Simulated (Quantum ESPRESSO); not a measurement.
Simulation results for Ge (made-up cell, one site empty)

Computed with Quantum ESPRESSO 7.5. Calculation on a made-up crystal cell, not a measurement: periodic Kohn-Sham density functional theory in plane waves with PseudoDojo standard norm-conserving scalar-relativistic pseudopotentials, each functional with its own files (v0.5 for PBE, v0.4.1 for LDA and PBEsol), no spin polarisation, no spin-orbit coupling, atoms not relaxed, stress positive in tension, energies less a fixed whole-eV offset for each atom's element; levels are Kohn-Sham levels at fractions of this cell's reciprocal vectors, counted from the reference band (half the neutral cell's valence electrons, rounded up) at Gamma; error bars cover cutoff and k-mesh only, not smearing or the files; added strain carries the atoms with the cell, and shear is the tensor component; each bar is the largest change over components, and at least 0.002 eV, 0.002 eV per angstrom or 0.02 GPa; energies are for the whole cell, and the offsets were chosen from early runs and are not element reference energies.

Settings shared by all entries: lattice type zincblende/diamond; empty site 1; functional pbe; cutoff 1061 eV; fermi dirac smearing 0.1 eV; scf tolerance 1e-07 eV; electrons removed 0; k mesh 6 x 6 x 6, shifted by half a step.

(1) Ge (made-up cell, one site empty)

```xyz
7
Lattice="5.8126 0.0000 0.0000 0.0000 5.8126 0.0000 0.0000 0.0000 5.8126" Properties=species:S:1:pos:R:3 Ge
Ge    -0.0154     3.0619     2.9929
Ge     2.7915    -0.0576     2.8233
Ge     2.8252     2.9752    -0.1519
Ge     1.6339     1.3914     1.4835
Ge     1.5350     4.4151     4.3788
Ge     4.3176     1.4478     4.4110
Ge     4.3546     4.2224     1.3814
```

* free energy less offsets: -0.8657 eV
* smearing term minus ts: -0.07867 eV
* scf iterations: 11
* pressure: -0.6459 GPa
* stress xx: 0.2056 GPa
* stress yy: 0.5797 GPa
* stress zz: 1.152 GPa
* stress yz: 2.632 GPa
* stress xz: -1.78 GPa
* stress xy: 1.746 GPa
* fermi level: 0.08644 eV
* reference band: 49
* error bar energy: 0.003497 eV
* error bar stress: 0.02 GPa
* error bar force: 0.003391 eV/Å
* error bar next band up: 0.002 eV
* error bar fermi level: 0.006987 eV
* error bars from: tighter rerun of a related cell

Atoms:
```
atoms element  atom site  atom energy offset (eV)
           Ge          2                    -2430
           Ge          3                    -2430
           Ge          4                    -2430
           Ge          5                    -2430
           Ge          6                    -2430
           Ge          7                    -2430
           Ge          8                    -2430
```

Forces:
```
site  x (eV/Å)  y (eV/Å)  z (eV/Å)
   2    0.3385    -1.342   -0.1865
   3     2.148   -0.6397    0.6737
   4    0.8613    -1.276     1.174
   5    -1.734     1.868   -0.8626
   6    -1.609    0.8798   -0.1821
   7    0.2875   -0.3545   -0.6287
   8   -0.2914    0.8645   0.01263
```

Levels:
```
level k point  next band up (eV)
        Gamma              0.632
(1/2,1/2,1/2)            0.06043
   (0.15,0,0)             0.6402
   (0,0.15,0)             0.7367
   (0,0,0.15)             0.6259
```

(2) Ge (made-up cell, one site empty)

```xyz
7
Lattice="5.8126 0.0000 0.0000 0.0000 5.8126 0.0000 0.0000 0.0000 5.8126" Properties=species:S:1:pos:R:3 Ge
Ge    -0.0154     3.0619     2.9929
Ge     2.7915    -0.0576     2.8233
Ge     2.8252     2.9752    -0.1519
Ge     1.6339     1.3914     1.4835
Ge     1.5350     4.4151     4.3788
Ge     4.3176     1.4478     4.4110
Ge     4.3546     4.2351     1.3814
```

* free energy less offsets: -0.8763 eV
* smearing term minus ts: -0.07866 eV
* scf iterations: 11
* pressure: -0.6807 GPa
* stress xx: 0.2293 GPa
* stress yy: 0.6217 GPa
* stress zz: 1.191 GPa
* stress yz: 2.609 GPa
* stress xz: -1.725 GPa
* stress xy: 1.766 GPa
* fermi level: 0.07449 eV
* reference band: 49
* error bar energy: 0.003497 eV
* error bar stress: 0.02 GPa
* error bar force: 0.003391 eV/Å
* error bar next band up: 0.002 eV
* error bar fermi level: 0.006987 eV
* error bars from: tighter rerun of a related cell

Atoms:
```
atoms element  atom site  atom energy offset (eV)
           Ge          2                    -2430
           Ge          3                    -2430
           Ge          4                    -2430
           Ge          5                    -2430
           Ge          6                    -2430
           Ge          7                    -2430
           Ge          8                    -2430
```

Forces:
```
site  x (eV/Å)  y (eV/Å)   z (eV/Å)
   2    0.3163    -1.318    -0.2085
   3     2.132    -0.622      0.687
   4    0.8796    -1.252      1.196
   5    -1.736     1.873     -0.859
   6    -1.605    0.8666    -0.1871
   7    0.2836   -0.3513    -0.6259
   8   -0.2707     0.804  -0.002601
```

Levels:
```
level k point  next band up (eV)
        Gamma             0.6255
(1/2,1/2,1/2)             0.0571
   (0.15,0,0)              0.631
   (0,0.15,0)             0.7314
   (0,0,0.15)              0.618
```

(3) Ge (made-up cell, one site empty)

```xyz
7
Lattice="5.8126 0.0000 0.0000 0.0000 5.8126 0.0000 0.0000 0.0000 5.8126" Properties=species:S:1:pos:R:3 Ge
Ge    -0.0154     3.0619     2.9929
Ge     2.7915    -0.0576     2.8233
Ge     2.8252     2.9752    -0.1519
Ge     1.6339     1.3914     1.4835
Ge     1.5350     4.4151     4.3788
Ge     4.3176     1.4478     4.4110
Ge     4.3546     4.2646     1.3814
```

* free energy less offsets: -0.898 eV
* smearing term minus ts: -0.07864 eV
* scf iterations: 10
* pressure: -0.7585 GPa
* stress xx: 0.2784 GPa
* stress yy: 0.7226 GPa
* stress zz: 1.274 GPa
* stress yz: 2.551 GPa
* stress xz: -1.601 GPa
* stress xy: 1.815 GPa
* fermi level: 0.04668 eV
* reference band: 49
* error bar energy: 0.003497 eV
* error bar stress: 0.02 GPa
* error bar force: 0.003391 eV/Å
* error bar next band up: 0.002 eV
* error bar fermi level: 0.006987 eV
* error bars from: tighter rerun of a related cell

Atoms:
```
atoms element  atom site  atom energy offset (eV)
           Ge          2                    -2430
           Ge          3                    -2430
           Ge          4                    -2430
           Ge          5                    -2430
           Ge          6                    -2430
           Ge          7                    -2430
           Ge          8                    -2430
```

Forces:
```
site  x (eV/Å)  y (eV/Å)  z (eV/Å)
   2    0.2652    -1.263   -0.2578
   3     2.095   -0.5797    0.7205
   4    0.9211    -1.197     1.246
   5    -1.741     1.884   -0.8506
   6    -1.594    0.8373    -0.199
   7    0.2747   -0.3454   -0.6188
   8   -0.2208     0.663  -0.03985
```

Levels:
```
level k point  next band up (eV)
        Gamma             0.6102
(1/2,1/2,1/2)            0.04916
   (0.15,0,0)             0.6095
   (0,0.15,0)             0.7191
   (0,0,0.15)             0.5996
```
